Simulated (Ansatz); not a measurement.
**MnPt: strain energy, fitted**

MnPt, P4/mmm, a = 2.877 Å, c = 3.487 Å. The structure is a Materials Project entry; whether it is the stable form wasn't checked. Ansatz: PBEsol, PAW, 420 eV, Γ-centred 14×14×12 mesh on 2 atoms, Gaussian smearing 0.10 eV; collinear spin, largest moment 3.7 μB. Series: equal strain along all axes, cell held, atoms fixed by symmetry; x is the strain in per cent. y is the free energy over the unstrained cell, V0 = 14.427 Å³/atom.

```
x (%) y (meV/atom)
 -3.0             ?
 -2.0         30.43
 -1.0          7.47
  0.0          0.00
  1.0          7.04
  2.0         27.62
  3.0         60.70
```

Question: Fit y = c2 x² + c3 x³ to the other rows, turn c2 into a modulus, and predict the missing energy.

Answer: Least squares on the rows shown. y = 7.2607 x² − 0.17270 x³. In eV per unit strain² c2 is 72.61; the stiffness is B for this strain (E = 9/2 B V0 ε², shape held): 2 × 72.61 × 160.2 / (9 × 14.427) = 179 GPa. At x = -3.0 the fit asked for gives 70.01 meV/atom. The run gave 69.03 meV/atom, so the fit is 0.98 meV/atom too high, 1.4 % of the span of the series, against an rms of 0.03 meV/atom on the fitted rows. The row lies outside the fitted range. With a term in x⁴ added, a fit to the same known rows predicts 70.20 meV/atom, no real gain.

Only parallel moments were tried here. The moments are parallel here; the real alloy orders antiferromagnetically, with another cell and stiffness. Spin–orbit coupling is left out, which can shift energies with elements as heavy as these.